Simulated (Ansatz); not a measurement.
# Where the states of TiCo lie

```yaml
crystal:
  lattice:
    - [2.98611, 0.00000, 0.00000]
    - [0.00000, 2.98611, 0.00000]
    - [0.00000, 0.00000, 2.98611]
  atoms:
    - { symbol: Ti, position: [0.00000, 0.00000, 0.00000] }
    - { symbol: Co, position: [0.50000, 0.50000, 0.50000] }
```

Conventional cell: a = 2.986 Å, b = 2.986 Å, c = 2.986 Å, α = 90.00°, β = 90.00°, γ = 90.00°. Around Ti (atom 1) lie 8 Co at 2.59 Å. Around Co (atom 2) lie 8 Ti at 2.59 Å.

Structure from Materials Project entry mp-823 (possibly hypothetical), not relaxed further.

The magnetic state is the one reached from the start moments; no search over orders was made, so it needn't be the ground state.

Method: DFT, PBEsol, all-electron LAPW, scalar-relativistic (Ansatz 0.2.0).

The runs use a Γ-centred 11×11×11 k mesh, Fermi–Dirac smearing of 0.03 eV, basis error target 0.25 meV/atom, spin-polarised from start moments Ti1 -1, Co2 2 μB, ending with a cell moment of 0.88 μB.

States per eV and cell, averaged over 0.4 eV, from -7.8 to 1.2 eV, with energies (bin centres) from the Fermi level; empty bins are left out. The partial columns, the largest 4 alone, are projections on Löwdin-orthogonalised atomic shells (those that the program's projection atoms carry: the occupied ones and, for some elements, an empty d or f shell; other empty shells have no column), summed over atoms of an element and both spins. Weights on diffuse s and p shells depend on that basis and aren't pure angular character.

| E (eV) | spin-up | spin-down | Co 3d | Ti 3d | Co 4s | Ti 4s |
| --- | --- | --- | --- | --- | --- | --- |
| -7.7 | 0.01 | 0.01 | 0.00 | 0.00 | 0.00 | 0.01 |
| -7.3 | 0.04 | 0.04 | 0.00 | 0.00 | 0.03 | 0.05 |
| -6.9 | 0.07 | 0.07 | 0.00 | 0.00 | 0.05 | 0.07 |
| -6.5 | 0.09 | 0.09 | 0.00 | 0.00 | 0.07 | 0.09 |
| -6.1 | 0.12 | 0.11 | 0.00 | 0.01 | 0.09 | 0.11 |
| -5.7 | 0.14 | 0.14 | 0.01 | 0.01 | 0.12 | 0.13 |
| -5.3 | 0.19 | 0.17 | 0.02 | 0.03 | 0.15 | 0.15 |
| -4.9 | 0.27 | 0.22 | 0.05 | 0.06 | 0.20 | 0.16 |
| -4.5 | 0.71 | 0.32 | 0.23 | 0.23 | 0.36 | 0.18 |
| -4.1 | 0.56 | 0.67 | 0.34 | 0.39 | 0.34 | 0.13 |
| -3.7 | 1.80 | 0.42 | 1.18 | 0.62 | 0.16 | 0.23 |
| -3.3 | 1.54 | 1.25 | 1.62 | 0.73 | 0.12 | 0.26 |
| -2.9 | 1.78 | 1.50 | 2.21 | 0.80 | 0.08 | 0.11 |
| -2.5 | 2.44 | 0.86 | 2.54 | 0.63 | 0.04 | 0.03 |
| -2.1 | 3.27 | 3.03 | 4.85 | 1.18 | 0.08 | 0.05 |
| -1.7 | 1.61 | 2.76 | 3.14 | 0.84 | 0.10 | 0.13 |
| -1.3 | 0.35 | 2.43 | 1.92 | 0.53 | 0.07 | 0.12 |
| -0.9 | 0.39 | 0.70 | 0.68 | 0.24 | 0.04 | 0.04 |
| -0.5 | 1.07 | 0.22 | 0.53 | 0.50 | 0.09 | 0.07 |
| -0.1 | 1.22 | 0.27 | 0.46 | 0.83 | 0.04 | 0.07 |
| 0.3 | 1.78 | 1.84 | 1.53 | 1.83 | 0.06 | 0.04 |
| 0.7 | 1.10 | 2.35 | 1.13 | 2.05 | 0.06 | 0.03 |
| 1.1 | 1.38 | 2.13 | 0.75 | 2.49 | 0.10 | 0.03 |

(1) Which of the resolved shells contributes most within 0.3 eV of the Fermi level?

(2) Where is the centre of the filled Co 3d states between -14 eV and the top of the filled states?

Answers

(1) Ti 3d, with 53 % of all states there; Co 3d follows with 37 %.

(2) -2.24 eV from the Fermi level.
